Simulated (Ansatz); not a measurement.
**Ansatz 0.2.0, settings compared: CoTeW**

The command:

```bash
ansatz run input.yaml --threads 1 --pin off --max-ram 2560MiB --backend cpu --events-out ev --progress --plain --runs-dir out
```

input.yaml:

```yaml
crystal:
  lattice:
    - [5.246568, 0.0, 0.0]
    - [0.0, 5.055246, 0.0]
    - [0.0, 0.0, 8.848881]
  atoms:
    - { symbol: W, position: [0.0, 0.0, 0.5498] }
    - { symbol: W, position: [0.5, 0.5, 0.4502] }
    - { symbol: Te, position: [0.0, 0.0, 0.0127] }
    - { symbol: Te, position: [0.5, 0.5, 0.9873] }
    - { symbol: Co, position: [0.0, 0.5, 0.2725] }
    - { symbol: Co, position: [0.5, 0.0, 0.7275] }
  symmetry: { tolerance: 0.0003 }
kpoints:
  mp_grid: { grid: [4, 4, 2], shift: [0, 0, 0] }
magnetization:
  spin_polarized: false
scf:
  occupations: { method: gaussian, width: 0.0442 }
hamiltonian:
  pseudopotentials: { kind: paw }
  xc: pbe
basis:
  ecutwfc: 420
output:
  forces: true
  stress: true
  eigenvalues: true
  write_density: true
  write_potential: true
  elf: true
  volumetric_format: npy
```

Origin of the cell: a known structure type with other elements, at an estimated volume, so it need not be a known compound.

Output of this run (shortened):

```
SCF iter   1: F=—  HF=-44962.909208 eV  Δρ=2.17e-2  dr2=1.19e0
SCF iter   2: F=—  HF=-44962.842747 eV  Δρ=1.23e-2  dr2=1.69e-1  defer=23
SCF iter   3: F=—  HF=-44962.853689 eV  Δρ=2.87e-3  dr2=1.35e-2  defer=24
SCF iter   4: F=—  HF=-44962.871743 eV  Δρ=1.64e-3  dr2=5.00e-3  defer=24
SCF iter   5: F=—  HF=-44962.874150 eV  Δρ=7.46e-4  dr2=1.08e-3  defer=24
[… 3 lines left out …]
SCF iter   9: F=—  HF=-44962.874506 eV  Δρ=1.84e-5  dr2=8.12e-7  defer=24
SCF iter  10: F=—  HF=-44962.874506 eV  Δρ=1.27e-5  dr2=3.81e-7  defer=24
SCF iter  11: F=—  HF=-44962.874506 eV  Δρ=1.95e-5  dr2=9.26e-7  defer=24  recentre
SCF iter  12: F=—  HF=-44962.874506 eV  Δρ=7.02e-6  dr2=1.17e-7  defer=24
SCF iter  13: F=-44962.874506 eV  HF=-44962.874506 eV  Δρ=1.15e-6  dr2=2.61e-9
SCF 1 converged in 13 iterations: F = -44962.874506 eV  dr2 = 2.61e-9
SCF converged after 13 iterations
Free energy (F): -44962.874506 eV
Harris-Foulkes:  -44962.874506 eV  (|F-HF|=2.04e-10)
Internal energy: -44962.857523 eV  (E = F + TS)
E sigma→0 (E₀):  -44962.866015 eV
Entropy (-TS):   -0.016982 eV (-2.830 meV/atom)
Fermi energy:    5.102483 eV
--- Per-component energies (eV) ---
  E_band       = -2179.015907
  E_kinetic    = 2105.587620
  E_local      = -14694.854115  (includes V_loc(G=0)·N_el)
  E_nonlocal   = 317.101247
  E_hartree    = 6571.764735
  E_xc         = -1063.009166
  E_vxc        = -1045.681839  (∫ρ·V_xc dr)
  E_paw        = -29489.964645  (= ΣΔE_a)
  E_vpaw       = -2004.701342  (= ΣTr[D̂ρ^β])
  E_aug_tail   = -0.000355  (compensation charges beyond the density's cutoff)
  E_ewald      = -8709.482844
  E_smearing   = -0.016982  (= −TS)
  Σ components = -44962.874506   (vs F -44962.874506, Δ=0.00e0)
--- Forces (eV/Å), atoms counted from 1 ---
  atom   1  W      0.000000     0.000000    -0.484394
  atom   2  W     -0.000000    -0.000000     0.484394
  atom   3  Te     0.000000    -0.000000    -0.079402
  atom   4  Te    -0.000000     0.000000     0.079402
  atom   5  Co    -0.000000    -0.000000     1.554517
  atom   6  Co     0.000000     0.000000    -1.554517
  max |Σ_I F_I| component: 0.0 eV/Å
--- Stress (GPa, compression-positive) ---
      -21.879297      -0.000000       0.000000
       -0.000000     -15.179749      -0.000000
        0.000000      -0.000000     -16.970521
  P = ⅓ Tr σ = -18.0099 GPa (-180.099 kbar)
```

The same input was run again with these changes:

1. `scf.occupations.method` gaussian → cold; `scf.occupations.width` 0.0442 → 0.3
2. `scf.eigensolver.kind` default → davidson; `scf.occupations.method` gaussian → methfessel_paxton; `scf.occupations.width` 0.0442 → 0.005
3. `scf.mixing.algorithm` default → msr1; `scf.mixing.beta` default → 0.7; `scf.mixing.ndim` default → 8
4. `scf.occupations.method` gaussian → cold; `scf.occupations.width` 0.0442 → 0.025

| run | end | SCF iterations | P (GPa) | max force component (eV/Å) | moment (μB) | ΔE(σ→0) (meV/atom) |
| --- | --- | --- | --- | --- | --- | --- |
| base | converged | 13 | -18.01 | 1.555 | – | 0 |
| 1 | converged | 12 | -18.02 | 1.697 | – | -1.88 |
| 2 | converged | 13 | -18.01 | 1.543 | – | -0.01 |
| 3 | converged | 11 | -18.01 | 1.555 | – | 0.00 |
| 4 | converged | 10 | -18.01 | 1.548 | – | 0.10 |

Energies are compared only where functional, datasets, charge and starting cell are the same.

Caveats of the base run: no spin polarisation, so a magnetic state may lie lower; no spin-orbit coupling, though heavy elements are present; the k mesh is coarse if the cell is a metal.

Run 1: wide smearing.

The base run took 17 s of wall time on 1 CPU thread(s) of a shared host, from the program's own first density.
